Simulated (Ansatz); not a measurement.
# Computed properties of Be3N2

Be$_{3}$N$_{2}$:
```yaml
crystal:
  lattice:
    - [2.83637, 0.00000, 0.00000]
    - [-1.41819, 2.45637, 0.00000]
    - [0.00000, 0.00000, 9.72723]
  atoms:
    - { symbol: Be, position: [0.33333, 0.66667, 0.07822] }
    - { symbol: Be, position: [0.66667, 0.33333, 0.92178] }
    - { symbol: Be, position: [0.66667, 0.33333, 0.57822] }
    - { symbol: Be, position: [0.33333, 0.66667, 0.42178] }
    - { symbol: Be, position: [0.00000, 0.00000, 0.25000] }
    - { symbol: Be, position: [0.00000, 0.00000, 0.75000] }
    - { symbol: N, position: [0.00000, 0.00000, 0.00000] }
    - { symbol: N, position: [0.00000, 0.00000, 0.50000] }
    - { symbol: N, position: [0.33333, 0.66667, 0.25000] }
    - { symbol: N, position: [0.66667, 0.33333, 0.75000] }
```

Space group P6_3/mmc (No. 194); conventional cell a = 2.836 Å, b = 2.836 Å, c = 9.727 Å, α = 90.00°, β = 90.00°, γ = 120.00°.

Method: r²SCAN in the plane-wave PAW code Ansatz. Structure relaxed to zero pressure with the same functional. Other levels are named where they apply.

### Cell and energy

```yaml
volume_per_atom: 6.78 Å³
density: 2.70 g/cm³
Formation energy from the elements (no fitted shifts): -1.18 eV/atom
```

### Electronic structure

```yaml
band_gap: 4.01 eV (indirect)
valence_band_maximum: at Γ
conduction_band_minimum: at M (3 equivalent valleys)
smallest_direct_gap_on_the_standard_path: 5.45 eV
electron_effective_mass: 0.24, 0.42, 0.46 mₑ (principal values)
Hole effective mass, band 1 of 2 at the edge: 1.8 along x, 1.9 along z (mₑ)
Hole effective mass, band 2 of 2 at the edge: 0.36 along x, 1.9 along z (mₑ)
HSE06 gap on the r²SCAN cell: 4.64 eV
```

### Mechanics

```yaml
Bulk modulus (Birch–Murnaghan fit): 2220 kbar
Pressure derivative B′: 3.6
Elastic constants (relaxed ions, GPa): C11 = 501, C12 = 128, C13 = 75.0, C33 = 456, C44 = 184
mechanical_stability: stable (all eigenvalues of C positive)
hill_bulk_and_shear_moduli: 223 and 189 GPa
Young's modulus: 442 GPa
Poisson's ratio: 0.17
debye_temperature_from_the_elastic_constants: 1450 K
```

### Dielectric response

```yaml
Electronic dielectric constant ε∞ (DFPT): 4.25 (xx = yy), 4.99 (zz)
Static dielectric constant ε0 (ions relaxed, cell fixed): 11.8 (xx = yy), 29.5 (zz)
Born charges (a third of the trace): Be +1.76 to +1.79, N -2.81 to -2.49 e
```

### Phonons

```yaml
Highest zone-centre frequency (without LO–TO term): 1123 cm⁻¹
zone_centre_stability: no imaginary mode at Γ
dynamical_stability_on_the_path: stable (no imaginary branch)
zero_point_energy: 114.9 meV/atom
Vibrational entropy at 300 K: 7.9 J/(K·mol of atoms)
```

### Charges

```yaml
bader_charges: Be +1.72 to +1.73, N -2.61 to -2.57 e
```

The workflow started from a Materials Project entry (that database holds measured and hypothetical structures alike); the Crystallography Open Database copy checked does not list it. COD files the formula under space group No. 206. Its standing as an ambient phase is unchecked. Symmetry was held in the r²SCAN relaxation. The references are the lowest solids computed at this level, not always the standard phases (solids in place of the gases).

Potentials: the later of the program's two PAW sets.
